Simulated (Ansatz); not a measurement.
Sc:
```
CELL_PARAMETERS angstrom
      3.28914     0.00000     0.00000
     -1.64457     2.84848     0.00000
      0.00000     0.00000     5.33520
ATOMIC_POSITIONS crystal
  Sc 0.33333 0.66667 0.25000
  Sc 0.66667 0.33333 0.75000
```
The run is spin-polarised; directions of the spins, atom by atom: ↑ ↑.

Relaxed with r²SCAN.

Which orbitals make up the states near the Fermi level in r²SCAN in the plane-wave PAW code Ansatz?

Within 0.5 eV of the Fermi level: Sc 3d 87 %, outside the projected shells 8 %. Projections are on Löwdin-orthogonalised atomic valence shells; empty p or d shells of many metals are not among them.

Tabulate the density of states.

States/eV per cell of 2 atoms, in 0.25 eV bins, energy from the Fermi level.

```
E (eV)  total  Sc 3d  Sc 4s  Sc 3p
------  -----  -----  -----  -----
-6.10    0.00   0.00   0.00   0.00
-5.85    0.04   0.00   0.03   0.00
-5.60    0.08   0.00   0.07   0.00
-5.35    0.10   0.00   0.09   0.00
-5.10    0.15   0.00   0.14   0.00
-4.85    0.22   0.00   0.20   0.00
-4.60    0.27   0.01   0.24   0.00
-4.35    0.32   0.01   0.29   0.00
-4.10    0.36   0.02   0.32   0.01
-3.85    0.41   0.03   0.36   0.01
-3.60    0.47   0.05   0.40   0.01
-3.35    0.53   0.07   0.43   0.01
-3.10    0.60   0.11   0.47   0.01
-2.85    0.69   0.16   0.50   0.01
-2.60    0.82   0.25   0.53   0.01
-2.35    1.04   0.42   0.57   0.01
-2.10    1.14   0.54   0.54   0.01
-1.85    1.23   0.67   0.50   0.01
-1.60    1.46   0.92   0.46   0.01
-1.35    1.94   1.42   0.41   0.01
-1.10    2.33   1.85   0.31   0.01
-0.85    3.17   2.68   0.20   0.02
-0.60    3.52   2.97   0.11   0.02
-0.35    1.62   1.37   0.08   0.01
-0.10    1.64   1.46   0.08   0.01
0.15     1.86   1.64   0.08   0.01
0.40     3.08   2.73   0.11   0.01
0.65     3.59   3.16   0.13   0.01
0.90     3.77   3.31   0.12   0.01
1.15     4.09   3.73   0.12   0.01
1.40     4.59   4.09   0.15   0.01
1.65     4.19   3.95   0.10   0.01
1.90     4.03   3.86   0.05   0.00
2.15     3.34   3.24   0.03   0.00
2.40     2.52   2.46   0.02   0.00
2.65     2.51   2.45   0.02   0.00
2.90     2.61   2.55   0.03   0.00
3.15     3.17   3.08   0.05   0.00
```

Space group P6_3/mmc (hcp (Mg type)). The r²SCAN relaxation kept the symmetry of its start. Magnetic state: ferromagnetic, chosen from 5 collinear starts compared on coarse meshes (ties went to the first, and starts can fall back to one state), not a proven ground state. Other orbital occupations within this spin state were not tried.

Potentials: the earlier of the program's two PAW sets.
